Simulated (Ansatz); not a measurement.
Free-standing chains of the atoms of Ti, named by their start (strip: triangular double chain, ladder: square double chain); atoms and period are relaxed, and energies count from relaxed bulk Ti (P6_3/mmc, 17.30 Å³/atom, gap on the mesh 0.00 eV).

The calculation used Ansatz, DFT r2SCAN, scalar-relativistic, plane waves, PAW.

Cutoff 500 eV, Gaussian smearing of 0.05 eV, energies at zero smearing, symmetry of each start kept, collinear spin where a moment is listed.

```json
{"start": "linear chain", "atoms": "1", "k mesh": "1×1×25", "excess energy (eV per host atom)": "3.622", "period (Å)": "2.740", "highest filled level or Fermi level under vacuum (eV)": "3.47", "size of the moment (μB per cell)": "3.12"}
{"start": "zigzag chain*", "atoms": "2", "k mesh": "1×1×14", "excess energy (eV per host atom)": "2.841", "period (Å)": "3.252", "highest filled level or Fermi level under vacuum (eV)": "-", "size of the moment (μB per cell)": "5.14"}
{"start": "ladder chain", "atoms": "4", "k mesh": "1×1×13", "excess energy (eV per host atom)": "2.788", "period (Å)": "5.399", "highest filled level or Fermi level under vacuum (eV)": "-", "size of the moment (μB per cell)": "12.00"}
{"start": "strip chain", "atoms": "2", "k mesh": "1×1×23", "excess energy (eV per host atom)": "2.591", "period (Å)": "2.617", "highest filled level or Fermi level under vacuum (eV)": "-", "size of the moment (μB per cell)": "0.61"}
```

Zero in every row: gap on the mesh (eV).

* ends far from its start.

Each run keeps its start's symmetry and one magnetic start, so lower states can exist. Rows stand on unlike meshes and boxes, so starts that end alike can differ by a few hundredths of an eV per atom.

Cost: 4 runs of about 48 core-minutes in all, on AMD EPYC (Zen 3) (shared hosts).